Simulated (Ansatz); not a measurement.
SnPd:
```
SnPd
1.0
    6.09715     0.00000     0.00000
    0.00000     3.93002     0.00000
    0.00000     0.00000     6.33361
Sn Pd
4 4
Cartesian
  4.94614   2.94752   3.76814
  1.15101   0.98251   2.56547
  4.19958   0.98251   0.60134
  1.89757   2.94752   5.73228
  6.02855   2.94752   1.18117
  0.06859   0.98251   5.15245
  3.11716   0.98251   4.34797
  2.97998   2.94752   1.98564
```

Relaxed with PBEsol. Special points in fractions of this cell's reciprocal vectors: Γ (0.000, 0.000, 0.000); X (0.500, 0.000, 0.000); S (0.500, 0.500, 0.000); Y (0.000, 0.500, 0.000); Z (0.000, 0.000, 0.500); U (0.500, 0.000, 0.500); R (0.500, 0.500, 0.500); T (0.000, 0.500, 0.500).

Task: List the band energies nearest the Fermi level at these points for plane-wave PAW PBEsol (Ansatz code).

Result: In eV from the Fermi level; about four levels below and three above (degenerate sets whole), none deeper than 8.9 eV; points with the same levels are listed once.

```csv
k,below,above
Γ,-1.64 -1.44 -1.16 -0.89,0.66 0.75 3.53
X,-2.61 -2.61 -2.49 -2.49,0.48 0.48 1.38 1.38
S,-1.86 -1.86 -1.86 -1.86,0.40 0.40 0.40 0.40
Y,-1.24 -1.24 -0.78 -0.78,2.00 2.00 2.17 2.17
Z,-1.57 -1.57 0.00 0.00,1.08 1.08 2.45 2.45
U,-2.67 -2.67 -0.68 -0.68,0.60 0.60 2.40 2.40
R,-2.39 -2.39 -2.39 -2.39,2.77 2.77 2.77 2.77
T,-2.20 -2.20 -1.90 -1.90,0.46 0.46 0.61 0.61
```

Space group Pnma. The first step of the workflow began from a Materials Project structure, measured or hypothetical; the Crystallography Open Database files this formula in space group No. 62, but the cells were not matched. Whether it is the stable phase at ambient conditions was not checked. Symmetry was held in the PBEsol relaxation; its stability against distortions is not shown here. The run is not spin-polarised. Spin–orbit coupling is left out wherever it is not named.

Potentials: the later of the program's two PAW sets.
